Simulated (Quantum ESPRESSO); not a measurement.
AlZnMgS3Cl, one run as intended and one with a planted mistake

A calculation, not a measurement. The program is pw.x of Quantum ESPRESSO 7.5 (plane-wave density functional theory). The cell is made up: 7 atoms on a zincblende/diamond lattice with one site empty, with randomly drawn elements, strain and displacements, not relaxed. PseudoDojo standard norm-conserving files (v0.5 for PBE, v0.4.1 for LDA and PBEsol) set the functional; there is no spin polarisation, spin-orbit coupling or dispersion term, and the masses in the input are unused placeholders.

Intended input:

```
&control calculation='scf', pseudo_dir='./dojo.nc.sr.pbe.v0_5.standard.upf', outdir='./o', disk_io='medium', tprnfor=.true., tstress=.true. /
&system ibrav=0, nat=7, ntyp=5, nbnd=35, ecutwfc=84.00895049, nosym=.true., tot_charge=0,
 occupations='smearing', smearing='fd', degauss=0.0018374661
/
&electrons conv_thr=7.350e-09, electron_maxstep=60, /
ATOMIC_SPECIES
Al 1.0 Al.upf
Cl 1.0 Cl.upf
Mg 1.0 Mg.upf
S 1.0 S.upf
Zn 1.0 Zn.upf
CELL_PARAMETERS angstrom
5.4806 0.0 0.0
0.0 5.4806 0.0
0.0 0.0 5.4806
ATOMIC_POSITIONS angstrom
Al -0.0026 -0.082 0.0022
Zn -0.1008 2.7817 2.7481
Mg 2.7566 2.776 -0.0327
S 1.4115 1.4428 1.3686
S 1.3453 4.0966 4.0303
Cl 4.1539 1.3988 4.1338
S 4.0563 4.1251 1.3289
K_POINTS automatic
4 4 4 1 1 1
```

The log is shortened where brackets say so; the opening notice, blank lines, dates and the lines on written files are dropped, and the path of the files is cut. It prints rydbergs, bohrs and kilobars, and counts compression as positive stress. Where no state is partly filled, the Fermi energy that it prints is only some level between the filled and the empty states on the mesh, and need not lie in the true gap.

Log of the intended run:

```
     Program PWSCF v.7.5
     Parallel version (MPI & OpenMP), running on       1 processor cores
     Number of MPI processes:                 1
     Threads/MPI process:                     1
     [start-up lines left out]
     bravais-lattice index     =            0
     lattice parameter (alat)  =      10.3568  a.u.
     unit-cell volume          =    1110.9152 (a.u.)^3
     number of atoms/cell      =            7
     number of atomic types    =            5
     number of electrons       =        58.00
     number of Kohn-Sham states=           35
     kinetic-energy cutoff     =      84.0090  Ry
     charge density cutoff     =     336.0358  Ry
     scf convergence threshold =      7.3E-09
     mixing beta               =       0.7000
     number of iterations used =            8  plain     mixing
     Exchange-correlation= PBE
                           (   1   4   3   4   0   0   0)
     [axes and pseudopotential details left out]
   Cartesian axes
     site n.     atom                  positions (alat units)
         1        Al     tau(   1) = (  -0.0004744  -0.0149619   0.0004014  )
         2        Zn     tau(   2) = (  -0.0183921   0.5075539   0.5014232  )
         3        Mg     tau(   3) = (   0.5029741   0.5065139  -0.0059665  )
         4        S      tau(   4) = (   0.2575448   0.2632558   0.2497172  )
         5        S      tau(   5) = (   0.2454658   0.7474729   0.7353757  )
         6        Cl     tau(   6) = (   0.7579280   0.2552275   0.7542605  )
         7        S      tau(   7) = (   0.7401197   0.7526731   0.2424735  )
     number of k points=    32  Fermi-Dirac smearing, width (Ry)=  0.0018
                       cart. coord. in units 2pi/alat
        k(    1) = (   0.1250000   0.1250000   0.1250000), wk =   0.0625000
        k(    2) = (   0.1250000   0.1250000   0.3750000), wk =   0.0625000
     [further k points left out]
     Dense  grid:   115505 G-vectors     FFT dimensions: (  64,  64,  64)
     Estimated max dynamical RAM per process >     151.91 MB
     Initial potential from superposition of free atoms
     starting charge      57.9965, renormalised to      58.0000
     Starting wfcs are   35 randomized atomic wfcs
     total cpu time spent up to now is       15.6 secs
     per-process dynamical memory:   105.2 Mb
     Self-consistent Calculation
     iteration #  1     ecut=    84.01 Ry     beta= 0.70
     Davidson diagonalization with overlap
     ethr =  1.00E-02,  avg # of iterations =  4.3
     Threshold (ethr) on eigenvalues was too large:
     Diagonalizing with lowered threshold
     Davidson diagonalization with overlap
     ethr =  8.62E-04,  avg # of iterations =  1.0
     total cpu time spent up to now is       77.5 secs
     total energy              =    -640.65124935 Ry
     estimated scf accuracy    <       0.48605877 Ry
     iteration #  2     ecut=    84.01 Ry     beta= 0.70
     Davidson diagonalization with overlap
     ethr =  8.38E-04,  avg # of iterations =  4.4
     total cpu time spent up to now is      112.1 secs
     total energy              =    -640.76954651 Ry
     estimated scf accuracy    <       0.28333720 Ry
     [iterations 3 to 8 left out]
     iteration #  9     ecut=    84.01 Ry     beta= 0.70
     Davidson diagonalization with overlap
     ethr =  1.22E-10,  avg # of iterations =  4.0
     total cpu time spent up to now is      342.3 secs
     total energy              =    -640.83426573 Ry
     estimated scf accuracy    <       0.00000002 Ry
     iteration # 10     ecut=    84.01 Ry     beta= 0.70
     Davidson diagonalization with overlap
     ethr =  3.98E-11,  avg # of iterations =  2.0
     total cpu time spent up to now is      369.1 secs
     End of self-consistent calculation
     [lines on levels left out]
     the Fermi energy is     5.2581 ev
!    total energy              =    -640.83426574 Ry
     estimated scf accuracy    <          1.5E-09 Ry
     smearing contrib. (-TS)   =      -0.00000000 Ry
     internal energy E=F+TS    =    -640.83426574 Ry
     The total energy is F=E-TS. E is the sum of the following terms:
     one-electron contribution =    -573.64819535 Ry
     hartree contribution      =     295.41266227 Ry
     xc contribution           =     -90.80051597 Ry
     ewald contribution        =    -271.79821669 Ry
     convergence has been achieved in  10 iterations
     Forces acting on atoms (cartesian axes, Ry/au):
     atom    1 type  1   force =     0.05436808   -0.01215319    0.03505565
     atom    2 type  5   force =     0.04703505    0.02196115   -0.04394006
     atom    3 type  3   force =    -0.03313197    0.00636185    0.00299069
     atom    4 type  4   force =    -0.06189327   -0.05165105   -0.00832723
     atom    5 type  4   force =    -0.03762560    0.03888585    0.00865929
     atom    6 type  2   force =     0.00138858   -0.04496458    0.00027633
     atom    7 type  4   force =     0.02985914    0.04155997    0.00528533
     Total force =     0.156033     Total SCF correction =     0.000095
     Computing stress (Cartesian axis) and pressure
          total   stress  (Ry/bohr**3)                   (kbar)     P=      -10.65
  -0.00005627  -0.00000843  -0.00001340           -8.28       -1.24       -1.97
  -0.00000843  -0.00009132  -0.00012277           -1.24      -13.43      -18.06
  -0.00001340  -0.00012277  -0.00006952           -1.97      -18.06      -10.23
     init_run     :     11.46s CPU     15.52s WALL (       1 calls)
     electrons    :    329.89s CPU    353.53s WALL (       1 calls)
     forces       :      4.28s CPU      4.32s WALL (       1 calls)
     stress       :     14.74s CPU     14.84s WALL (       1 calls)
     [timing details left out]
     PWSCF        :   6m 0.60s CPU   6m29.18s WALL
     JOB DONE.
```

A second run has one planted mistake: the plane-wave cutoff is too low. The input lines that differ, file-writing options aside:

```
- &system ibrav=0, nat=7, ntyp=5, nbnd=35, ecutwfc=84.00895049, nosym=.true., tot_charge=0,
+ &system ibrav=0, nat=7, ntyp=5, nbnd=35, ecutwfc=50.86106189, nosym=.true., tot_charge=0,
```

Its log:

```
     Program PWSCF v.7.5
     Parallel version (MPI & OpenMP), running on       1 processor cores
     Number of MPI processes:                 1
     Threads/MPI process:                     1
     [start-up lines left out]
     bravais-lattice index     =            0
     lattice parameter (alat)  =      10.3568  a.u.
     unit-cell volume          =    1110.9152 (a.u.)^3
     number of atoms/cell      =            7
     number of atomic types    =            5
     number of electrons       =        58.00
     number of Kohn-Sham states=           35
     kinetic-energy cutoff     =      50.8611  Ry
     charge density cutoff     =     203.4442  Ry
     scf convergence threshold =      7.3E-09
     mixing beta               =       0.7000
     number of iterations used =            8  plain     mixing
     Exchange-correlation= PBE
                           (   1   4   3   4   0   0   0)
     [axes and pseudopotential details left out]
   Cartesian axes
     site n.     atom                  positions (alat units)
         1        Al     tau(   1) = (  -0.0004744  -0.0149619   0.0004014  )
         2        Zn     tau(   2) = (  -0.0183921   0.5075539   0.5014232  )
         3        Mg     tau(   3) = (   0.5029741   0.5065139  -0.0059665  )
         4        S      tau(   4) = (   0.2575448   0.2632558   0.2497172  )
         5        S      tau(   5) = (   0.2454658   0.7474729   0.7353757  )
         6        Cl     tau(   6) = (   0.7579280   0.2552275   0.7542605  )
         7        S      tau(   7) = (   0.7401197   0.7526731   0.2424735  )
     number of k points=    32  Fermi-Dirac smearing, width (Ry)=  0.0018
                       cart. coord. in units 2pi/alat
        k(    1) = (   0.1250000   0.1250000   0.1250000), wk =   0.0625000
        k(    2) = (   0.1250000   0.1250000   0.3750000), wk =   0.0625000
     [further k points left out]
     Dense  grid:    54435 G-vectors     FFT dimensions: (  48,  48,  48)
     Estimated max dynamical RAM per process >      73.10 MB
     Check: negative core charge=   -0.000059
     Initial potential from superposition of free atoms
     starting charge      57.9965, renormalised to      58.0000
     Starting wfcs are   35 randomized atomic wfcs
     total cpu time spent up to now is        6.4 secs
     per-process dynamical memory:    47.5 Mb
     Self-consistent Calculation
     iteration #  1     ecut=    50.86 Ry     beta= 0.70
     Davidson diagonalization with overlap
     ethr =  1.00E-02,  avg # of iterations =  4.1
     total cpu time spent up to now is       25.6 secs
     total energy              =    -639.84767872 Ry
     estimated scf accuracy    <       0.61159045 Ry
     iteration #  2     ecut=    50.86 Ry     beta= 0.70
     Davidson diagonalization with overlap
     ethr =  1.05E-03,  avg # of iterations =  4.2
     total cpu time spent up to now is       38.4 secs
     total energy              =    -640.01544570 Ry
     estimated scf accuracy    <       0.39278638 Ry
     [iterations 3 to 8 left out]
     iteration #  9     ecut=    50.86 Ry     beta= 0.70
     Davidson diagonalization with overlap
     ethr =  3.23E-10,  avg # of iterations =  2.0
     total cpu time spent up to now is      134.5 secs
     total energy              =    -640.10230022 Ry
     estimated scf accuracy    <       0.00000002 Ry
     iteration # 10     ecut=    50.86 Ry     beta= 0.70
     Davidson diagonalization with overlap
     ethr =  4.02E-11,  avg # of iterations =  2.0
     total cpu time spent up to now is      142.9 secs
     End of self-consistent calculation
     [lines on levels left out]
     the Fermi energy is     5.1936 ev
!    total energy              =    -640.10230023 Ry
     estimated scf accuracy    <          2.2E-09 Ry
     smearing contrib. (-TS)   =       0.00000000 Ry
     internal energy E=F+TS    =    -640.10230023 Ry
     The total energy is F=E-TS. E is the sum of the following terms:
     one-electron contribution =    -570.97996926 Ry
     hartree contribution      =     293.23016003 Ry
     xc contribution           =     -90.55427430 Ry
     ewald contribution        =    -271.79821670 Ry
     convergence has been achieved in  10 iterations
     Forces acting on atoms (cartesian axes, Ry/au):
     atom    1 type  1   force =     0.05414692   -0.01211581    0.03491464
     atom    2 type  5   force =     0.04873029    0.02353246   -0.04390214
     atom    3 type  3   force =    -0.03355862    0.00624549    0.00287426
     atom    4 type  4   force =    -0.06276242   -0.05243614   -0.00809518
     atom    5 type  4   force =    -0.03887693    0.03895279    0.00808993
     atom    6 type  2   force =     0.00181934   -0.04593037    0.00032931
     atom    7 type  4   force =     0.03050142    0.04175158    0.00578919
     Total force =     0.158099     Total SCF correction =     0.000114
     Computing stress (Cartesian axis) and pressure
          total   stress  (Ry/bohr**3)                   (kbar)     P=     -623.71
  -0.00421986  -0.00000876  -0.00001859         -620.76       -1.29       -2.73
  -0.00000876  -0.00425532  -0.00012295           -1.29     -625.98      -18.09
  -0.00001859  -0.00012295  -0.00424444           -2.73      -18.09     -624.38
     init_run     :      5.68s CPU      6.26s WALL (       1 calls)
     electrons    :    129.46s CPU    136.93s WALL (       1 calls)
     forces       :      2.73s CPU      2.80s WALL (       1 calls)
     stress       :      8.87s CPU      8.94s WALL (       1 calls)
     [timing details left out]
     PWSCF        :   2m26.96s CPU   2m35.29s WALL
     JOB DONE.
```

```
                                            intended run  run with the mistake
                          free energy (eV)     -8718.994             -8709.035
                    smearing term -TS (eV)        0.0000                0.0000
                            pressure (GPa)         -1.06                -62.37
            largest force component (eV/Å)         1.591                 1.614
largest change of a force component (eV/Å)                               0.044
                                iterations            10                    10
```

For scale, a rerun of the intended cell at 1437 eV and a 6 x 6 x 6 mesh moved values by no more than 0.002 eV in energy, 0.02 GPa in stress and 0.002 eV/Å in force.